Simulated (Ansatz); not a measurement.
Here is the system:

Ga$_{2}$O$_{3}$:
```xyz
10
Lattice="6.1380 1.5237 0.0000 -6.1380 1.5237 0.0000 -1.3779 0.0000 5.6446" Properties=species:S:1:pos:R:3 pbc="T T T"
Ga     4.0562     1.5237     3.9777
Ga    -5.4340     1.5237     1.6669
Ga     0.8268     1.5237     4.5973
Ga    -2.2046     1.5237     1.0473
O      2.7201     1.5237     5.2904
O     -4.0979     1.5237     0.3542
O      3.5712     1.5237     2.2040
O     -4.9491     1.5237     3.4406
O     -1.0875     1.5237     4.2670
O     -0.2904     1.5237     1.3777
```

This is the PBEsol-relaxed structure. Tensor components refer to the Cartesian frame of this cell.

### Question
All from DFT-PBEsol in the program Ansatz with PAW potentials, unless another level is named. Predict the Debye temperature from the elastic constants.

### Answer
534 K.

### Question
Next, the elastic constants (relaxed ions, GPa)?

### Answer
C11 = 223, C22 = 332, C33 = 328, C12 = 117, C13 = 130, C23 = 80.2, C44 = 51.8, C55 = 65.9, C66 = 91.7, C15 = -17.4, C25 = 11.7, C35 = 7.7, C46 = 18.4.

Space group C2/m. The cell was relaxed with PBEsol under the symmetry of its start.

Potentials: the later of the program's two PAW sets.
